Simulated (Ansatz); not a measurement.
Zr (hcp (Mg type), space group No. 194) at seven volumes, DFT-r²SCAN+D4 in the program Ansatz with PAW potentials, shape and atoms relaxed at each. One row is withheld.

```json
[
 {"V (Å³/atom)": "21.306", "P (GPa)": "10.40"},
 {"V (Å³/atom)": "22.008", "P (GPa)": "6.51"},
 {"V (Å³/atom)": "22.710", "P (GPa)": "3.06"},
 {"V (Å³/atom)": "23.413", "P (GPa)": "0.00"},
 {"V (Å³/atom)": "24.115", "P (GPa)": "-2.71"},
 {"V (Å³/atom)": "24.818", "P (GPa)": "-5.10"},
 {"V (Å³/atom)": "25.520", "P (GPa)": "?"}
]
```

**Question.** Fit the shown pressures and predict the withheld one.

**Answer.** P = (3/2)B₀(x^(7/2) − x^(5/2))[1 + (3/4)(B′ − 4)(x − 1)] with x = (V₀/V)^(2/3). Least squares on the six rows gives V₀ = 23.413 Å³/atom, B₀ = 95.8 GPa, B′ = 3.04. At V = 25.520, x = 0.9442 and P = -7.23 GPa. The run itself gave -7.21 GPa.

Space group P6_3/mmc (hcp (Mg type)). Symmetry was held in the r²SCAN+D4 relaxation. No spin polarisation was allowed. The pairwise dispersion correction was not fitted to metals.

Potentials: the earlier of the program's two PAW sets.
